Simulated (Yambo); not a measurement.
Yambo run on CdI$_{2}$ (CdI2 type, space group P-3m1, No. 164). The wavefunctions are PBEsol (Quantum ESPRESSO, PseudoDojo norm-conserving, 102 Ry, with spin-orbit coupling) ones on a 3×3×2 mesh (34 occupied bands); a = 4.242 Å, b = 4.242 Å, c = 6.817 Å, α = 90.00°, β = 90.00°, γ = 120.00°.

Yambo input:

```
rim_cut
HF_and_locXC
RandQpts= 1000000
RandGvec= 1 Ry
EXXRLvcs= 102 Ry
VXCRLvcs= 408 Ry
% QPkrange
 1 | 1 | 32 | 36 |
 2 | 2 | 34 | 35 |
 5 | 5 | 34 | 35 |
 6 | 6 | 34 | 35 |
%
```

k points by index: 1 = Γ, 2 = A, 5 = K, 6 = H.

The o-*.hf file then holds:

```
#    K-point    Band    Eo [eV]    Ehf [eV]    Vxc [eV]    Vnlxc [eV]
#
    1    32    -0.181699    -2.814810    -12.18617    -14.81928
    1    33    -0.158805    -2.610679    -11.55929    -14.01116
    1    34    -0.158805    -2.610679    -11.55929    -14.01116
    1    35    1.990440    6.069345    -10.59436    -6.515455
    1    36    1.990440    6.069345    -10.59436    -6.515455
    2    34    0.000000    -2.576391    -12.33958    -14.91597
    2    35    3.231726    7.519653    -11.79825    -7.510320
    5    34    -1.417389    -4.356177    -11.20047    -14.13926
    5    35    2.182871    6.043602    -10.93219    -7.071460
    6    34    -0.478613    -3.108729    -12.01439    -14.64451
    6    35    3.038775    7.250228    -12.08665    -7.875198
```
Exchange alone, without screening.

Geometry relaxed with PBE+D3(BJ).
